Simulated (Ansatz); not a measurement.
**ReSe in the rocksalt structure**

Method: r²SCAN, scalar-relativistic; collinear spin; PAW, 500 eV, Γ-centred 12×12×12 mesh, 0.05 eV Gaussian smearing; code Ansatz. The datasets are Ansatz's generated set soft_2.

```
Re Se
1.0
     0.00000    2.62076    2.62076
     2.62076    0.00000    2.62076
     2.62076    2.62076    0.00000
Re Se
1 1
Direct
  0.50000 0.50000 0.50000
  0.00000 0.00000 0.00000
```

The start was a prototype's sites filled with these elements, not a measured cell.

Magnetic state: ferromagnetic, site spin moments Re 1.77; Se 0.05 μB.

The run above is the reference. The same cell was run again with other input settings; several of them aren't fit for production, so the rows show the settings' effect and aren't properties of the material.

| keys changed | outcome | ΔE (meV/atom) | P (GPa) | gap on the mesh (eV) | cell moment (μB) | largest force component (eV/Å) | SCF iterations | rough core-seconds | new warnings |
| --- | --- | --- | --- | --- | --- | --- | --- | --- | --- |
| none (reference) | converged | 0.0 | 0.0 | metal | 2.31 | 0.000 | – | – | – |
| scf.mixing.algorithm: "anderson"; scf.mixing.beta: 0.05; scf.mixing.ndim: 4 | converged | 0.0 | 0.0 | metal | 2.31 | 0.000 | 32 | 40 | – |
| scf.mixing.algorithm: "broyden"; scf.mixing.beta: 0.5; scf.mixing.ndim: 4 | converged | 0.0 | 0.0 | metal | 2.31 | 0.000 | 13 | 21 | – |

These changes also left energy (to 0.1 meV/atom), pressure, gap, moment and forces as in the reference: scf.initial_density.chi_scale: 0.0 | scf.eigensolver.kind: "davidson".

ΔE is the energy with the smearing extrapolated to zero. It is left out where the change alters the Hamiltonian or the spin treatment. The varied runs start from atomic densities (corrected by the program's trained start where that serves), with the default search for lower states unless a row changes it, while the reference went on from a saved state, so a magnet may end in another state whatever the setting.

(1) What happens with these changes: scf.occupations.width: 0.05 → null; scf.occupations.method: "gaussian" → "tetrahedron"?

Answer:

(1) outcome converged, ΔE (meV/atom) 1.2, P (GPa) -0.7, gap on the mesh (eV) metal, cell moment (μB) 2.22, largest force component (eV/Å) 0.000, SCF iterations 15, rough core-seconds 24, new warnings band table not solved further; tetrahedron derivatives may miss energy slope.

2 further runs (cut off, refused for memory, with changed atoms or starts, or in doubt) are left out.

Of the reference: Scalar-relativistic only: spin–orbit splittings of the heavy atoms' levels are missing. The run wasn't fully tested for a lower electronic state. Site moments are of spin, integrated over atomic spheres. The moments were started parallel, and the real magnetic order may be another.
